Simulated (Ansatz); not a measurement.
Computed with DFT PBE, scalar-relativistic, plane waves, PAW in Ansatz 0.2.0. Settings: cutoff 420 eV, Γ-centred meshes spaced at most about 0.3 Å⁻¹, and about 0.25 Å⁻¹ or finer for metals (2π included), Gaussian smearing. No spin polarisation in the final relaxations.

All energies are static (0 K, no zero-point motion). All come from trial cells, and lower structures may exist.

Question: Which of these relaxed structures of Al2Cu3 is the lowest in energy?
A.

```
Al Cu
1.0
     4.52894   -2.26482    0.00000
     4.52894    2.26482    0.00000
    -2.36955    0.00000    6.37240
Al Cu
4 6
Direct
  0.07849 0.72069 0.04548
  0.72069 0.07849 0.54548
  0.27931 0.92151 0.45452
  0.92151 0.27931 0.95452
  0.12770 0.47095 0.34935
  0.47095 0.12770 0.84935
  0.52905 0.87230 0.15065
  0.87230 0.52905 0.65065
  0.67215 0.32785 0.25000
  0.32785 0.67215 0.75000
```

B.

```
Al Cu
1.0
     2.08396    1.20317    4.33198
    -2.08396    1.20317    4.33198
     0.00000   -2.40635    4.33198
Al Cu
2 3
Cartesian
  0.0000 0.0000 11.6573
  0.0000 0.0000 1.3386
  0.0000 0.0000 3.9175
  0.0000 0.0000 9.0784
  0.0000 0.0000 6.4980
```

Answer: A. It has Al and Cu ordered on hcp sites, space group C2/c (No. 15); the next, B, with Al and Cu ordered on bcc sites, space group R-3m (No. 166), lies 28 meV/atom higher. Counting all near atoms (those within 1.25 times the shortest distance at each site; a plus sign parts nearer from farther groups), the lowest has Al 12, Cu 12 and the next has Al 14, Cu 8+6.

Cells relaxed within their symmetry can be saddle points. The C2/c cell of Al2Cu3 came from shaking the R-3m one. Some candidate types were left out of the draw beforehand, so a known form may be missing.
